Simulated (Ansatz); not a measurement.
ZnS:
```
CELL_PARAMETERS angstrom
      3.83387     0.00000     0.00000
     -1.91694     3.32023     0.00000
      0.00000     0.00000     6.27766
ATOMIC_POSITIONS crystal
  Zn 0.33333 0.66667 0.00006
  Zn 0.66667 0.33333 0.50006
  S  0.33333 0.66667 0.37494
  S  0.66667 0.33333 0.87494
```

Relaxed with HSE06.

Problem. Give the Bader charges and basin volumes of the independent atoms, DFT-HSE06 in the program Ansatz with PAW potentials.

Solution. 

```csv
atom,Bader charge (e),Bader volume (Å³)
Zn1,+0.98,13.2
S3,-0.98,26.8
```

Space group P6_3mc (wurtzite). The cell was relaxed with HSE06 under the symmetry of its start.

Potentials: the earlier of the program's two PAW sets. The files were generated under PBE; for other functionals the program regenerates the frozen cores, and for LDA and PBEsol the local potential too.
